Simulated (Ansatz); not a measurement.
**How much do the gradients of TiO2 depend on the method?**

Cell: a COD entry whose atoms were relaxed with PBE, the cell held.

Space group I4_1/amd:1 (No. 141); a = 3.7842, c = 9.5146 Å.

| site | Wyckoff | site symmetry | x | y | z |
| --- | --- | --- | --- | --- | --- |
| Ti | 4a | -4m2 | 0.0000 | 0.0000 | 0.0000 |
| O | 8e | 2mm. | 0.0000 | 0.0000 | 0.2088 |

One atom of each set is listed; the run and its k-mesh use a cell of 6 atoms with edges of 5.46, 5.46, 5.46 Å.

First run. Method: Kohn–Sham DFT in Ansatz, PBE, plane waves and PAW, scalar-relativistic, 420 eV cutoff, Γ-centred 11×11×11 k-points, Fermi–Dirac smearing 0.02 eV.

```
site  V_zz (10²¹ V/m²)     η
  Ti              1.23  0.00
   O              1.85  0.50
```

Second run. The same atoms and settings, except that the functional is LDA.

(1) What does the second run give?

Results:

(1) 

```tsv
site	V_zz	η	change of V_zz
Ti	1.36	0.00	+0.13
O	1.53	0.33	-0.32
```

The largest change of V_zz is on O, from 1.85 to 1.53. In per cent, |V_zz| changes by +11 on Ti, -17 on O (all sites that start above 0.5). Where |V_zz| stays above 0.1, η moves most on O, from 0.50 to 0.33.

For the first run: At this cell the principal stresses reach 5 GPa in size with PBE, which can matter for small gradients.
For the second run: At this cell the LDA pressure is -7 GPa, so with LDA the cell would shrink if it were relaxed.
